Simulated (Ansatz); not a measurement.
**¹⁹⁷Au nuclear quadrupole resonance in MgAu4Se4Cl4O12**

Cell: a computed structure from the Materials Project (it need not be an observed phase), taken as it stands.

```cif
data_structure
_symmetry_space_group_name_H-M 'P 1'
_symmetry_Int_Tables_number 1
_cell_length_a 4.5677
_cell_length_b 9.8616
_cell_length_c 11.3222
_cell_angle_alpha 93.303
_cell_angle_beta 92.209
_cell_angle_gamma 94.239
_cell_volume 507.30
loop_
_atom_site_label
_atom_site_type_symbol
_atom_site_fract_x
_atom_site_fract_y
_atom_site_fract_z
_atom_site_occupancy
Mg1 Mg 0.16521 0.64022 0.93247 1
Se2 Se 0.27495 0.89783 0.75674 1
Se3 Se 0.76969 0.72418 0.11568 1
Se4 Se 0.23345 0.31130 0.92268 1
Se5 Se 0.73619 0.12440 0.26776 1
Au6 Au 0.97621 0.48561 0.60035 1
Au7 Au 0.98539 0.02023 0.00534 1
Au8 Au 0.02005 0.41703 0.18154 1
Au9 Au 0.97289 0.99344 0.51106 1
Cl10 Cl 0.69253 0.48627 0.31779 1
Cl11 Cl 0.48629 0.52362 0.64424 1
Cl12 Cl 0.73557 0.19245 0.53842 1
Cl13 Cl 0.24297 0.80527 0.48582 1
O14 O 0.31159 0.00365 0.88965 1
O15 O 0.34440 0.36154 0.07058 1
O16 O 0.09221 0.75523 0.79892 1
O17 O 0.91061 0.20453 0.94618 1
O18 O 0.06006 0.44563 0.87732 1
O19 O 0.05882 0.83259 0.06284 1
O20 O 0.59505 0.67479 0.98434 1
O21 O 0.05221 0.23314 0.24884 1
O22 O 0.98597 0.98056 0.68913 1
O23 O 0.04397 0.60262 0.11098 1
O24 O 0.66767 0.04145 0.12740 1
O25 O 0.93329 0.99871 0.33060 1
```

Atoms are numbered from 1 in the order listed; like atoms form one site, named after its first atom.

The numbers come from a DFT calculation in Ansatz (r2SCAN, plane waves and PAW, scalar-relativistic, 500 eV cutoff, Γ-centred 7×4×3 k-points, Fermi–Dirac smearing 0.05 eV).

¹⁹⁷Au: I = 3/2, Q = 547.0 mb (year-2017 value). Static lattice, zero field.

Problem. At which frequencies do the ¹⁹⁷Au NQR lines lie?

Solution. For I = 3/2 there is one line, ν = (|C_Q|/2)(1 + η²/3)^½.

```csv
site,atoms,V_zz (10²¹ V/m²),C_Q (MHz),η,line frequencies (MHz)
Au6,6,-20.7,-273,0.20,137.6
Au7,7,-5.41,-71.5,0.51,37.3
Au8,8,7.45,98.6,0.99,56.7
Au9,9,8.79,116,0.69,62.5
```

At Au6 V_zz runs parallel to the line that joins its two neighbours (within 1°).

At this cell the principal stresses reach 5 GPa in size with r2SCAN, which can matter for small gradients. The largest force is 1.2 eV/Å, so the atoms aren't at the calculated equilibrium and relaxing them would move these values. Spin–orbit coupling is left out, which shifts gradients on Au by a few per cent in wide-gap crystals, and can shift them far more where the calculated gap is small or absent, as here. With these PAW files V_zz is typically within 2 to 3 % of all-electron values, but misses above 10 % occur on Au.

Hardware: 2 threads of Intel Xeon Processor @ 2.50GHz (Skylake/Cascade Lake) (x86_64; 62 cores open to the job, memory cap 5.0 GiB, no GPU), a shared host with a load of 0.9 a core. Wall time 15 min, CPU time 30 min, peak memory 3.8 GiB.
